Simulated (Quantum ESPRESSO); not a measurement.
## Calculated data, TaTi2Pd2W3 (simulated cell)

Computed with Quantum ESPRESSO 7.5. Calculation on a made-up metal alloy cell, not a measurement: no spin or spin-orbit, unrelaxed, 2900 K smearing, stress positive in tension, cell energy less fitted offsets; periodic Kohn-Sham density functional theory in plane waves with PseudoDojo standard norm-conserving scalar-relativistic pseudopotentials, each functional with its own files (v0.5 for PBE, v0.4.1 for LDA and PBEsol), eight atoms on drawn sites of a strained close-packed or body-centred lattice, each displaced and held fixed; the energy is the cell's free energy, ions and the entropy term -TS included, at the stated Fermi-Dirac width, less a fixed offset for each atom's element (shifted free energy); compositions with an open d shell lost a parallel starting moment in a cheaper test run, and other magnetic orders were not tried; an error bar is the largest change of its kind in a tighter rerun, never given below 0.002 eV, 0.02 GPa or 0.003 eV/angstrom, and covers cutoff and k-mesh only, not smearing or the files.

Common to all runs: lattice type face-centred cubic; functional pbe; cutoff 1143 eV; fermi dirac smearing 0.25 eV; electrons removed 0; run command mpirun -np 4 pw.x -nk 4 -in in; run processor Intel Xeon, 2023 or later, virtual cores; k mesh 5 x 5 x 4 shifted half a step off Gamma on each axis.

Notes on all entries: heavy elements are run without spin-orbit coupling, which real alloys of them have; a spin test at this wide smearing found no moment, but such smearing suppresses magnetism that the real alloy may have; lattice, volume and sites are drawn at random and may be unstable or far from any real phase; energies are for the whole cell, less offsets fitted to these runs, so they are not formation energies; error bars: energy 0.0032 eV, stress 0.02 GPa, force 0.0071 eV/Å, from a tighter rerun of a related cell, whose elements or sites may differ.

(1) TaTi2Pd2W3 (simulated cell)

```cif
# cell vector a (Å): 2.0440 4.0880 2.0440
# cell vector b (Å): 2.0440 -4.0880 2.0440
# cell vector c (Å): 2.0440 0.0000 -6.1319
data_TaTi2Pd2W3
_symmetry_space_group_name_H-M 'P 1'
_symmetry_Int_Tables_number 1
_cell_length_a 5.0068
_cell_length_b 5.0068
_cell_length_c 6.4636
_cell_angle_alpha 104.963
_cell_angle_beta 104.963
_cell_angle_gamma 109.471
_cell_volume 136.63
loop_
_atom_site_label
_atom_site_type_symbol
_atom_site_fract_x
_atom_site_fract_y
_atom_site_fract_z
_atom_site_occupancy
W1 W 0.00687 0.00281 0.00401 1
Pd1 Pd 0.12219 0.60928 0.24965 1
W2 W 0.23247 0.23937 0.47865 1
Pd2 Pd 0.36613 0.88228 0.74371 1
Ta1 Ta 0.46835 0.47826 0.00349 1
Ti1 Ti 0.63295 0.11940 0.25108 1
W3 W 0.78394 0.77004 0.50551 1
Ti2 Ti 0.86560 0.38756 0.77766 1
```

Results for TaTi2Pd2W3 (simulated cell): entropy term negative ts -1.807 eV; pressure -6.78 GPa; stress xx 10.19 GPa; stress yy 0.2 GPa; stress zz 9.95 GPa; stress yz -0.66 GPa; stress xz -0.47 GPa; stress xy 0.0775 GPa; shifted free energy 0.063 eV.

Atoms:
```
atoms element  atom site  atom energy offset (eV)
            W          1                 -2063.48
           Pd          2                 -3687.45
            W          3                 -2063.48
           Pd          4                 -3687.45
           Ta          5                 -1771.44
           Ti          6                  -1615.4
            W          7                 -2063.48
           Ti          8                  -1615.4
```

Forces:
```
site  x (eV/Å)  y (eV/Å)  z (eV/Å)
   1    -0.761     0.106    -0.468
   2     0.621    -0.524    -0.015
   3     0.612     0.208     0.033
   4     0.028     0.962    -0.085
   5     0.624     0.087     0.821
   6    -0.029    -0.375    -0.307
   7    -0.269    -0.736    -0.876
   8    -0.826     0.272     0.898
```

Notes: 21 SCF iterations, 280 s of wall time on a shared machine.

(2) TaTi2Pd2W3 (simulated cell)

```cif
# cell vector a (Å): 2.0440 4.0880 2.0440
# cell vector b (Å): 2.0440 -4.0880 2.0440
# cell vector c (Å): 2.0440 0.0000 -6.1319
data_TaTi2Pd2W3
_symmetry_space_group_name_H-M 'P 1'
_symmetry_Int_Tables_number 1
_cell_length_a 5.0068
_cell_length_b 5.0068
_cell_length_c 6.4636
_cell_angle_alpha 104.963
_cell_angle_beta 104.963
_cell_angle_gamma 109.471
_cell_volume 136.63
loop_
_atom_site_label
_atom_site_type_symbol
_atom_site_fract_x
_atom_site_fract_y
_atom_site_fract_z
_atom_site_occupancy
Pd1 Pd 0.00687 0.00281 0.00401 1
W1 W 0.12219 0.60928 0.24965 1
Ta1 Ta 0.23247 0.23937 0.47865 1
Ti1 Ti 0.36613 0.88228 0.74371 1
W2 W 0.46835 0.47826 0.00349 1
Pd2 Pd 0.63295 0.11940 0.25108 1
Ti2 Ti 0.78394 0.77004 0.50551 1
W3 W 0.86560 0.38756 0.77766 1
```

Atoms:
```
atoms element  atom site  atom energy offset (eV)
           Pd          1                 -3687.45
            W          2                 -2063.48
           Ta          3                 -1771.44
           Ti          4                  -1615.4
            W          5                 -2063.48
           Pd          6                 -3687.45
           Ti          7                  -1615.4
            W          8                 -2063.48
```

Notes: 22 SCF iterations, 350 s of wall time on a shared machine.

To be estimated
1. Estimate the stress zz of TaTi2Pd2W3 (simulated cell) (entry 2).
2. Estimate the stress yy of TaTi2Pd2W3 (simulated cell) (entry 2).
3. TaTi2Pd2W3 (simulated cell) (entry 2): stress xy?
4. What shifted free energy does the calculation give for TaTi2Pd2W3 (simulated cell) (entry 2)?

Calculated values
1. 4.91 GPa
2. 6.89 GPa
3. 2.12 GPa
4. 0.078 eV

Further results for TaTi2Pd2W3 (simulated cell) (entry 2):

```
entropy term negative ts : -1.969 eV
pressure                 : -5.46 GPa
stress xx                : 4.57 GPa
stress yz                : 3.38 GPa
stress xz                : -1.66 GPa
```

Forces:
```
site  x (eV/Å)  y (eV/Å)  z (eV/Å)
   1    -0.742     0.087    -0.118
   2     0.218    -0.581     0.701
   3     1.112     0.253    -0.098
   4     0.628     1.086    -0.837
   5     0.531    -0.103     0.595
   6    -0.247    -0.281    -0.388
   7    -1.027    -0.325    -0.586
   8    -0.473    -0.136      0.73
```
